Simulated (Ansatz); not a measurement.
Input and steps of a relaxation of cell and atoms on Al2SnS4 placed in the structure of Al2ZnS4 (space group No. 82) (Ansatz, PBEsol). The start is a rough guess from atomic radii.

```yaml
crystal:
  lattice:
    - [-2.80168513, 2.80168513, 5.46901504]
    - [2.80168513, -2.80168513, 5.46901504]
    - [2.80168513, 2.80168513, -5.46901504]
  atoms:
    - { symbol: Al, position: [0.5, 0.5, 0.0] }
    - { symbol: Al, position: [0.25, 0.75, 0.5] }
    - { symbol: Sn, position: [0.0, 0.0, 0.0] }
    - { symbol: S, position: [0.12785701, 0.12738674, 0.51344322] }
    - { symbol: S, position: [0.61394352, 0.61441379, 0.48655678] }
    - { symbol: S, position: [0.38558621, 0.87214299, 0.99952973] }
    - { symbol: S, position: [0.87261326, 0.38605648, 0.00047027] }
kpoints:
  mp_grid: { grid: [6, 6, 6] }
hamiltonian:
  xc: pbesol
scf:
  occupations: { method: fermi_dirac, width: 0.03 }
relax:
  f_tol: 0.01
  cell: {}
  max_steps: 120
```

The trajectory has 15 recorded frames, each with fractional positions and then forces in eV/Å along x, y and z. Some frames, the last among them, repeat a geometry solved again on a basis re-selected at its cell; pressure is positive in compression.

Step 1: energy 0.0 meV/atom from step 1, largest force component 2.161 eV/Å, pressure +1.10 GPa; a = 6.753 Å, b = 6.753 Å, c = 6.753 Å, α = 130.98°, β = 130.98°, γ = 71.85°
```
Al 0.5000 0.5000 0.0000     0.000   0.000   0.000
Al 0.2500 0.7500 0.5000     0.000   0.000   0.000
Sn 0.0000 0.0000 0.0000     0.000   0.000   0.000
S  0.1279 0.1274 0.5134     1.090   2.161  -1.038
S  0.6139 0.6144 0.4866    -1.090  -2.161  -1.038
S  0.3856 0.8721 0.9995    -2.161   1.090   1.038
S  0.8726 0.3861 0.0005     2.161  -1.090   1.038
```

Step 2: energy -204.1 meV/atom from step 1, largest force component 0.789 eV/Å, pressure -1.26 GPa; a = 6.762 Å, b = 6.762 Å, c = 6.762 Å, α = 130.14°, β = 130.14°, γ = 73.19°
```
Al 0.5000 0.5000 0.0000     0.000   0.000   0.000
Al 0.2500 0.7500 0.5000     0.000   0.000   0.000
Sn 0.0000 0.0000 0.0000     0.000   0.000   0.000
S  0.1501 0.1341 0.5566     0.210   0.789  -0.216
S  0.5775 0.5935 0.4434    -0.210  -0.789  -0.216
S  0.4065 0.8499 0.9840    -0.789   0.210   0.216
S  0.8659 0.4225 0.0160     0.789  -0.210   0.216
```

Step 3: energy -245.9 meV/atom from step 1, largest force component 0.144 eV/Å, pressure +1.26 GPa; a = 6.582 Å, b = 6.582 Å, c = 6.582 Å, α = 128.03°, β = 128.03°, γ = 76.57°
```
Al 0.5000 0.5000 0.0000     0.000   0.000   0.000
Al 0.2500 0.7500 0.5000     0.000   0.000   0.000
Sn 0.0000 0.0000 0.0000     0.000   0.000   0.000
S  0.1658 0.1347 0.5783    -0.043  -0.144  -0.111
S  0.5564 0.5875 0.4217     0.043   0.144  -0.111
S  0.4125 0.8342 0.9689     0.144  -0.043   0.111
S  0.8653 0.4436 0.0311    -0.144   0.043   0.111
```

Step 4: energy -261.7 meV/atom from step 1, largest force component 0.175 eV/Å, pressure +0.21 GPa; a = 6.512 Å, b = 6.512 Å, c = 6.512 Å, α = 125.93°, β = 125.93°, γ = 80.00°
```
Al 0.5000 0.5000 0.0000     0.000   0.000   0.000
Al 0.2500 0.7500 0.5000     0.000   0.000   0.000
Sn 0.0000 0.0000 0.0000     0.000   0.000   0.000
S  0.1681 0.1310 0.5798    -0.029  -0.175   0.020
S  0.5512 0.5884 0.4202     0.029   0.175   0.020
S  0.4116 0.8319 0.9628     0.175  -0.029  -0.020
S  0.8690 0.4488 0.0372    -0.175   0.029  -0.020
```

Step 5: energy -277.3 meV/atom from step 1, largest force component 0.044 eV/Å, pressure -0.42 GPa; a = 6.372 Å, b = 6.372 Å, c = 6.372 Å, α = 123.30°, β = 123.30°, γ = 84.37°
```
Al 0.5000 0.5000 0.0000     0.000   0.000   0.000
Al 0.2500 0.7500 0.5000     0.000   0.000   0.000
Sn 0.0000 0.0000 0.0000     0.000   0.000   0.000
S  0.1626 0.1283 0.5774    -0.022  -0.044   0.032
S  0.5509 0.5852 0.4226     0.022   0.044   0.032
S  0.4148 0.8374 0.9657     0.044  -0.022  -0.032
S  0.8717 0.4491 0.0343    -0.044   0.022  -0.032
```

Problem. How does the relaxation go on, and where does it end?

Solution.
Step 6: energy -290.5 meV/atom from step 1, largest force component 0.039 eV/Å, pressure -0.28 GPa; a = 6.225 Å, b = 6.225 Å, c = 6.225 Å, α = 120.82°, β = 120.82°, γ = 88.58°
```
Al 0.5000 0.5000 0.0000     0.000   0.000   0.000
Al 0.2500 0.7500 0.5000     0.000   0.000   0.000
Sn 0.0000 0.0000 0.0000     0.000   0.000   0.000
S  0.1582 0.1263 0.5763    -0.023  -0.001  -0.039
S  0.5499 0.5819 0.4237     0.023   0.001  -0.039
S  0.4181 0.8418 0.9680     0.001  -0.023   0.039
S  0.8737 0.4501 0.0320    -0.001   0.023   0.039
```

Step 7: energy -302.6 meV/atom from step 1, largest force component 0.089 eV/Å, pressure +0.02 GPa; a = 6.079 Å, b = 6.079 Å, c = 6.079 Å, α = 118.34°, β = 118.34°, γ = 92.89°
```
Al 0.5000 0.5000 0.0000     0.000   0.000   0.000
Al 0.2500 0.7500 0.5000     0.000   0.000   0.000
Sn 0.0000 0.0000 0.0000     0.000   0.000   0.000
S  0.1528 0.1235 0.5756    -0.001   0.031  -0.089
S  0.5478 0.5772 0.4244     0.001  -0.031  -0.089
S  0.4228 0.8472 0.9707    -0.031  -0.001   0.089
S  0.8765 0.4522 0.0293     0.031   0.001   0.089
```

Step 8: energy -310.5 meV/atom from step 1, largest force component 0.107 eV/Å, pressure -0.05 GPa; a = 5.950 Å, b = 5.950 Å, c = 5.950 Å, α = 115.76°, β = 115.76°, γ = 97.52°
```
Al 0.5000 0.5000 0.0000     0.000   0.000   0.000
Al 0.2500 0.7500 0.5000     0.000   0.000   0.000
Sn 0.0000 0.0000 0.0000     0.000   0.000   0.000
S  0.1457 0.1202 0.5774    -0.058   0.082  -0.107
S  0.5428 0.5683 0.4226     0.058  -0.082  -0.107
S  0.4317 0.8543 0.9745    -0.082  -0.058   0.107
S  0.8798 0.4572 0.0255     0.082   0.058   0.107
```

Step 9: energy -310.8 meV/atom from step 1, largest force component 0.120 eV/Å, pressure +0.44 GPa; a = 5.915 Å, b = 5.915 Å, c = 5.915 Å, α = 114.98°, β = 114.98°, γ = 98.94°
```
Al 0.5000 0.5000 0.0000     0.000   0.000   0.000
Al 0.2500 0.7500 0.5000     0.000   0.000   0.000
Sn 0.0000 0.0000 0.0000     0.000   0.000   0.000
S  0.1453 0.1161 0.5778     0.120  -0.005   0.002
S  0.5383 0.5675 0.4222    -0.120   0.005   0.002
S  0.4325 0.8547 0.9708     0.005   0.120  -0.002
S  0.8839 0.4617 0.0292    -0.005  -0.120  -0.002
```

Step 10: energy -311.2 meV/atom from step 1, largest force component 0.018 eV/Å, pressure -0.48 GPa; a = 5.953 Å, b = 5.953 Å, c = 5.953 Å, α = 115.20°, β = 115.20°, γ = 98.54°
```
Al 0.5000 0.5000 0.0000     0.000   0.000   0.000
Al 0.2500 0.7500 0.5000     0.000   0.000   0.000
Sn 0.0000 0.0000 0.0000     0.000   0.000   0.000
S  0.1466 0.1176 0.5815    -0.018   0.003  -0.006
S  0.5361 0.5651 0.4185     0.018  -0.003  -0.006
S  0.4349 0.8534 0.9710    -0.003  -0.018   0.006
S  0.8824 0.4639 0.0290     0.003   0.018   0.006
```

Step 11 (rejected): energy -311.0 meV/atom from step 1, largest force component 0.072 eV/Å, pressure +0.04 GPa; a = 5.926 Å, b = 5.926 Å, c = 5.926 Å, α = 115.49°, β = 115.49°, γ = 98.02°
```
Al 0.5000 0.5000 0.0000     0.000   0.000   0.000
Al 0.2500 0.7500 0.5000     0.000   0.000   0.000
Sn 0.0000 0.0000 0.0000     0.000   0.000   0.000
S  0.1404 0.1170 0.5819    -0.009   0.011   0.072
S  0.5351 0.5585 0.4181     0.009  -0.011   0.072
S  0.4415 0.8596 0.9766    -0.011  -0.009  -0.072
S  0.8830 0.4649 0.0234     0.011   0.009  -0.072
```

Step 12: energy -311.6 meV/atom from step 1, largest force component 0.002 eV/Å, pressure -0.02 GPa; a = 5.935 Å, b = 5.935 Å, c = 5.935 Å, α = 115.30°, β = 115.30°, γ = 98.35°
```
Al 0.5000 0.5000 0.0000     0.000   0.000   0.000
Al 0.2500 0.7500 0.5000     0.000   0.000   0.000
Sn 0.0000 0.0000 0.0000     0.000   0.000   0.000
S  0.1443 0.1175 0.5806     0.001   0.002   0.001
S  0.5369 0.5638 0.4194    -0.001  -0.002   0.001
S  0.4362 0.8557 0.9732    -0.002   0.001  -0.001
S  0.8825 0.4631 0.0268     0.002  -0.001  -0.001
```

Step 13: energy -314.0 meV/atom from step 1, largest force component 0.004 eV/Å, pressure +0.10 GPa; a = 5.935 Å, b = 5.935 Å, c = 5.935 Å, α = 115.30°, β = 115.30°, γ = 98.35°
```
Al 0.5000 0.5000 0.0000     0.000   0.000   0.000
Al 0.2500 0.7500 0.5000     0.000   0.000   0.000
Sn 0.0000 0.0000 0.0000     0.000   0.000   0.000
S  0.1443 0.1175 0.5806     0.000   0.004   0.001
S  0.5369 0.5638 0.4194     0.000  -0.004   0.001
S  0.4362 0.8557 0.9732    -0.004   0.000  -0.001
S  0.8825 0.4631 0.0268     0.004   0.000  -0.001
```

Step 14: energy -314.0 meV/atom from step 1, largest force component 0.009 eV/Å, pressure 0.00 GPa; a = 5.932 Å, b = 5.932 Å, c = 5.932 Å, α = 115.09°, β = 115.09°, γ = 98.75°
```
Al 0.5000 0.5000 0.0000     0.000   0.000   0.000
Al 0.2500 0.7500 0.5000     0.000   0.000   0.000
Sn 0.0000 0.0000 0.0000     0.000   0.000   0.000
S  0.1448 0.1172 0.5810    -0.009   0.003  -0.005
S  0.5362 0.5638 0.4190     0.009  -0.003  -0.005
S  0.4362 0.8552 0.9724    -0.003  -0.009   0.005
S  0.8828 0.4638 0.0276     0.003   0.009   0.005
```

Step 15: energy -314.1 meV/atom from step 1, largest force component 0.009 eV/Å, pressure 0.00 GPa; a = 5.932 Å, b = 5.932 Å, c = 5.932 Å, α = 115.09°, β = 115.09°, γ = 98.75°
```
Al 0.5000 0.5000 0.0000     0.000   0.000   0.000
Al 0.2500 0.7500 0.5000     0.000   0.000   0.000
Sn 0.0000 0.0000 0.0000     0.000   0.000   0.000
S  0.1448 0.1172 0.5810    -0.009   0.003  -0.005
S  0.5362 0.5638 0.4190     0.009  -0.003  -0.005
S  0.4362 0.8552 0.9724    -0.003  -0.009   0.005
S  0.8828 0.4638 0.0276     0.003   0.009   0.005
```

The walk took 13 steps, besides SCFs solved again on a fresh basis, and changed the volume by -8.8 %. The last SCF, on a fresh basis, lies 314 meV an atom below the first. At the end: space group I-4 (No. 82), tetragonal; a = 6.367 Å, c = 7.725 Å in the conventional setting, 22.37 Å³ an atom. Al is surrounded by 4 S at 2.26 Å; Al is surrounded by 4 S at 2.27 Å; Sn is surrounded by 4 S at 2.89 Å; S is surrounded by 2 Al at 2.26–2.27 Å and 1 Sn at 2.89 Å.

Run as `ansatz run input.yaml --threads 4 --pin off --max-ram 4608MiB --backend cpu --events-out ev --progress --plain --runs-dir out`.

Problem. It ran on 4 threads of Arm Neoverse N1, on a shared host, load about 0.9 per core. About how long did it take, and how much host memory at the peak?

Solution. About 95 s, with a peak of 0.54 GiB.

The structure was generated, not taken from experiment, and needn't be the ground state; spin polarisation is off.
